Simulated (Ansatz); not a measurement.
This cell of CsPbCl₃ (cubic perovskite) is off equilibrium:

```
CELL_PARAMETERS angstrom
      5.61855     0.00000     0.00000
      0.00000     5.61855     0.00000
      0.00000     0.00000     5.61855
ATOMIC_POSITIONS crystal
  Cs 0.00000 0.00000 0.00000
  Pb 0.44714 0.44714 0.57475
  Cl 0.00000 0.50000 0.50000
  Cl 0.50000 0.50000 0.00000
  Cl 0.50000 0.00000 0.50000
```

The numbers are results of PBEsol (plane waves to 420 eV, PAW, scalar-relativistic; Ansatz, a first-principles code), not measurements. k mesh 5×5×5 (Γ-centred), Fermi-Dirac smearing 0.05 eV. E stands for the smeared free energy. Compression counts positive. CsPbCl3 was relaxed with its symmetry unable to fall. Spin-orbit coupling is left out, though Pb is heavy. This is a high-temperature form of CsPbCl3.

Question: What forces act on the atoms (eV/Å, Cartesian)?

Answer: 
```
atom      Fx      Fy      Fz
----  ------  ------  ------
Cs1   -0.076  -0.076   0.101
Pb2    1.017   1.017  -2.265
Cl3   -1.011  -0.015   0.040
Cl4    0.084   0.084   2.085
Cl5   -0.015  -1.011   0.040
```

Question: What is the stress tensor (GPa)?

Answer: 
```
   1.92    -0.19     0.47
  -0.19     1.92     0.47
   0.47     0.47     4.01
```
The pressure, a third of the trace, is 2.61 GPa.

Question: In it atom 2 sits (-0.297, -0.297, 0.420) Å away from its relaxed site. What is its energy relative to the relaxed cell?

Answer: 633 meV/cell.

(For displaced atoms, the force is minus the slope of the energy, and its curvature is a force constant, which sets phonon frequencies.)
